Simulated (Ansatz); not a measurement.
Here is the system:

Cs3CoF6:
```
CELL_PARAMETERS angstrom
      0.00000     4.63309     4.63309
      4.63309     0.00000     4.63309
      4.63309     4.63309     0.00000
ATOMIC_POSITIONS crystal
  Cs 0.25000 0.25000 0.25000
  Cs 0.75000 0.75000 0.75000
  Cs 0.50000 0.50000 0.50000
  Co 0.00000 0.00000 0.00000
  F  0.80061 0.19939 0.19939
  F  0.19939 0.80061 0.80061
  F  0.19939 0.80061 0.19939
  F  0.80061 0.19939 0.80061
  F  0.19939 0.19939 0.80061
  F  0.80061 0.80061 0.19939
```

This is the r²SCAN-relaxed structure.

All from r²SCAN (plane waves, PAW; program Ansatz), unless another level is named. Give the HSE06 gap on the r²SCAN cell.

5.50 eV.

Give the gap with spin–orbit coupling.

2.65 eV.

Next, the electron effective mass with spin–orbit coupling, band 1 of 2 at the edge?

26 along [100], 4.4 along [110], 2.5 along [111] (mₑ).

Give the valence-band maximum.

at X.

What about the weight of the conduction-edge state by species (Voronoi cells)?

Co 72 %, F 26 %, Cs 2 %.

Space group Fm-3m. The workflow started from a Materials Project entry (that database holds measured and hypothetical structures alike); the Crystallography Open Database copy checked does not list it. Its standing as an ambient phase is unchecked. The cell was relaxed with r²SCAN under the symmetry of its start; whether a distortion lowers the energy is not shown. No spin polarisation was allowed. No Hubbard U is applied. Scalar-relativistic: spin–orbit coupling is off unless named, which matters more the heavier the elements.

Potentials: the later of the program's two PAW sets.
